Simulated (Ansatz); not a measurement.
**From a trial cell to the properties of Rh (fcc)**

**The experiment.** The Crystallography Open Database holds a cell as deposited of cubic Rh (space group Fm-3m), temperature not stated (1963): a = 3.803 Å, 13.75 Å³/atom.

Method: PBE, scalar-relativistic; no spin polarisation; PAW, 420 eV, 18×18×18 k-mesh, Gaussian smearing of 0.05 eV; code Ansatz; PAW files: Ansatz's generated set soft_2.

The first cell, 0 % under the database's volume:

```
Rh
1.0
     0.00000    1.90000    1.90000
     1.90000    0.00000    1.90000
     1.90000    1.90000    0.00000
Rh
1
Direct
  0.00000 0.00000 0.00000
```

The first steps of the search for zero pressure:

| run | level | k-mesh | kind | V (Å³/atom) | P (GPa) | gap on the mesh (eV) |
| --- | --- | --- | --- | --- | --- | --- |
| 1 | PBE | 18×18×18 | fixed cell | 13.72 | 6.4 | metal |

(1) At which volume does PBE reach zero pressure?

Answer:

(1) 14.04 Å³/atom, about 2.4 % over the start.

The steps that followed:

| run | level | k-mesh | kind | V (Å³/atom) | P (GPa) | E − E(final) (meV/atom) | gap on the mesh (eV) |
| --- | --- | --- | --- | --- | --- | --- | --- |
| 2 | PBE | 18×18×18 | fixed cell | 14.30 | -4.5 | 3.8 | metal |
| 3 | PBE | 18×18×18 | fixed cell | 14.04 | 0.0 | 0.0 | metal |

The final structure (symmetry read at 0.01 Å). Symmetry: Fm-3m, No. 225, cubic system. Conventional cell: a = 3.830 Å, b = 3.830 Å, c = 3.830 Å, α = 90.00°, β = 90.00°, γ = 90.00°. Rh (site symmetry m-3m) has 12 Rh at 2.71 Å as nearest neighbours. (Neighbours are counted to 15 % beyond the shortest distance.)

At the final geometry the gap, band path included, is zero (metallic). 

**Why it comes out so.**

The calculation's cell holds 17 valence electrons, an odd number. Without magnetic order each band takes two, so one stays part-filled and the crystal must be a metal. (Only strong correlation, outside this picture, could make a Mott insulator of it.)

**Comparison.** The computed cell (3.830 Å, 14.04 Å³/atom) differs from the database's by +2.1 % in volume, about +0.7 % in length. PBE usually overestimates volumes by a few per cent.
